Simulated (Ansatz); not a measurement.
A free-standing Janus 2H monolayer of RuFBr was relaxed with 5 functionals in Ansatz, cell and atoms free, the symmetry of the start kept (meshes: PBE 12×12×1, r2SCAN 12×12×1, PBEsol 12×12×1, LDA 12×12×1, HSE06 6×6×1). The structure was generated, not taken from experiment, and needn't be the ground state; spin polarisation is off.

The r2SCAN result:
```
CELL_PARAMETERS angstrom
3.44316 0.00000 0.00000
-1.72158 2.98186 0.00000
0.00000 0.00000 29.71939
ATOMIC_POSITIONS crystal
Ru 0.33333 0.66667 0.30178
F 0.66667 0.33333 0.34808
Br 0.66667 0.33333 0.25864
```
Periodic in the plane only; c spans the vacuum.

In-plane lattice: a = 3.443 Å, b = 3.443 Å, γ = 120.0°; thickness between the outer nuclei 2.66 Å. Ru has 3 Br at 2.37 Å and 3 F at 2.42 Å; F has 3 Ru at 2.42 Å; Br has 3 Ru at 2.37 Å.

Question: How does the cell change with LDA?

Answer: a = 3.381 Å; the area differs by -3.6 % from r2SCAN's. Ru has 3 Br at 2.32 Å and 3 F at 2.38 Å; F has 3 Ru at 2.38 Å; Br has 3 Ru at 2.32 Å.

Question: How does the cell change with PBE?

Answer: a = 3.470 Å; the area differs by +1.6 % from r2SCAN's. Around Ru lie 3 Br at 2.37 Å and 3 F at 2.44 Å; around F lie 3 Ru at 2.44 Å; around Br lie 3 Ru at 2.37 Å.

Question: Held at the r2SCAN cell, what mean stress does LDA find, and does its sign point to its own minimum?

Answer: Yes. LDA -3.05 N/m, and its relaxed area is -3.6 % from r2SCAN's. Compression counts positive, so a positive stress asks for a larger cell.
